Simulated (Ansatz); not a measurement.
**F interstitial in LaCoSi3, calculated**

Computed with the plane-wave PAW code Ansatz (scalar-relativistic, PAW set soft_2): PBEsol, no spin polarisation, 420 eV cutoff, k-mesh 4×4×2 shifted by half a step.

The relaxed host crystal (no gap at this level of theory):

```
Co La Si
1.0
    -2.06838    2.06838    4.78355
     2.06838   -2.06838    4.78355
     2.06838    2.06838   -4.78355
Co La Si
1 1 3
Direct
  0.66181 0.66181 0.00000
  0.00515 0.00515 0.00000
  0.42591 0.42591 0.00000
  0.26107 0.76107 0.50000
  0.76107 0.26107 0.50000
```

Supercell of 20 atoms, rows of the matrix [[-1,1,0],[-1,-1,-2],[-1,-1,0]] times the cell vectors; F interstitial at (0.167, 0.167, 0.917) in fractions of the cell above. Atoms are relaxed at the host's cell, from a start shaken by 0.05 Å near the defect.

Distances from the added F (Å), by shell of the perfect crystal:

```csv
shell,perfect crystal,"relaxed, charge 0"
1 La,1.96,2.29
2 Si,1.97,2.28
1 Si,2.10,1.94
2 Si,2.30,2.28
```

```csv
charge,gap of the cell on the mesh (eV)
0,0.00
```

Formation energy of the neutral defect: -0.51 eV, taking atoms from and to the elements' standard states (no corrections for gases), so it belongs to those chemical potentials alone.

A negative value doesn't mean that the atoms enter by themselves: with the elements as reservoirs, compounds of them would form first.

Caveats: small supercell, so energies and levels can be off by tenths of an eV; one random start near the defect, so other minima are possible.
